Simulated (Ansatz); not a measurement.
Here is the system:

Sc₃SnB:
```cif
data_BSc3Sn
_chemical_formula_sum 'Sc3 Sn1 B1'
_space_group_name_H-M_alt 'P 1'
_space_group_IT_number 1
_cell_length_a 4.64735
_cell_length_b 4.64735
_cell_length_c 4.64735
_cell_angle_alpha 90.000
_cell_angle_beta 90.000
_cell_angle_gamma 90.000
loop_
_space_group_symop_operation_xyz
  'x, y, z'
loop_
_atom_site_label
_atom_site_type_symbol
_atom_site_fract_x
_atom_site_fract_y
_atom_site_fract_z
_atom_site_occupancy
Sc1 Sc 0.00000 0.50000 0.50000 1
Sc2 Sc 0.50000 0.00000 0.50000 1
Sc3 Sc 0.50000 0.50000 0.00000 1
Sn1 Sn 0.00000 0.00000 0.00000 1
B1 B 0.50000 0.50000 0.50000 1
```

This is the r²SCAN-relaxed structure.

Problem. All from DFT-r²SCAN in the program Ansatz with PAW potentials, unless another level is named. Estimate the electronic character.

Solution. metallic (no gap).

Problem. What about the formation energy from the elements (no fitted shifts)?

Solution. -0.71 eV/atom.

Problem. Give the gap with spin–orbit coupling.

Solution. none (metallic).

Space group Pm-3m (anti-perovskite). The workflow started from an entry of the Crystallography Open Database (COD). Its standing as an ambient phase is unchecked. The cell was relaxed with r²SCAN under the symmetry of its start; its stability against distortions is not shown here. The run is not spin-polarised. The references are the lowest solids computed at this level, not always the standard phases. Scalar-relativistic: spin–orbit coupling is off unless named, which matters more the heavier the elements.

Potentials: the later of the program's two PAW sets.
